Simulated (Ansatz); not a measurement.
A relaxed structure of CeO2 is spoiled in several ways and relaxed again each time (noise and exchanges are one random draw each; squeezed and stretched starts keep its symmetry, which their runs cannot lower; pressure is positive under compression). These are PBE (plane waves to 420 eV, PAW, scalar-relativistic; Ansatz, an electronic-structure program) values and carry that method's errors.

```cif
data_Ce4O8
_chemical_formula_sum 'Ce4 O8'
_space_group_name_H-M_alt 'Fm-3m'
_space_group_IT_number 225
_space_group_name_Hall '-F 4 2 3'
_cell_length_a 5.46448
_cell_length_b 5.46448
_cell_length_c 5.46448
_cell_angle_alpha 90.000
_cell_angle_beta 90.000
_cell_angle_gamma 90.000
loop_
_atom_site_label
_atom_site_type_symbol
_atom_site_symmetry_multiplicity
_atom_site_Wyckoff_symbol
_atom_site_fract_x
_atom_site_fract_y
_atom_site_fract_z
_atom_site_occupancy
Ce1 Ce 4 a 0.00000 0.00000 0.00000 1
O1 O 8 c 0.25000 0.25000 0.25000 1
```
(The calculation used a cell of 3 atoms; values per cell refer to that cell.)

```json
[
 {"change": "stretched uniformly to 115 % of its volume", "first pressure (GPa)": "?", "largest first force (eV/Å)": "0.00", "released (eV/atom)": "?", "moves": "4", "outcome": "?", "final group": "?", "E − E(parent) (eV/atom)": "?"},
 {"change": "stretched uniformly to 130 % of its volume", "first pressure (GPa)": "-25.1", "largest first force (eV/Å)": "0.00", "released (eV/atom)": "0.41", "moves": "5", "outcome": "?", "final group": "?", "E − E(parent) (eV/atom)": "?"},
 {"change": "with every coordinate shifted by Gaussian noise of σ = 0.1 Å", "first pressure (GPa)": "3.1", "largest first force (eV/Å)": "1.95", "released (eV/atom)": "0.091", "moves": "4", "outcome": "returns to the parent", "final group": "Fm-3m", "E − E(parent) (eV/atom)": "0.000"}
]
```

Question: Some entries are withheld; supply them.

Answer: 
- stretched uniformly to 115 % of its volume, first pressure (GPa): -17.7
- stretched uniformly to 115 % of its volume, released (eV/atom): 0.13
- stretched uniformly to 115 % of its volume, outcome: returns to the parent
- stretched uniformly to 115 % of its volume, final group: Fm-3m
- stretched uniformly to 115 % of its volume, E − E(parent) (eV/atom): 0.000
- stretched uniformly to 130 % of its volume, outcome: returns to the parent
- stretched uniformly to 130 % of its volume, final group: Fm-3m
- stretched uniformly to 130 % of its volume, E − E(parent) (eV/atom): 0.000

First-step values come from each run's starting, coarser k-mesh (7×7×7). The runs use different k-meshes, so differences are rounded accordingly. No spin polarisation in the result. The d or f electrons are treated with no Hubbard U. The 4f state was not searched, so a lower electronic state may exist.
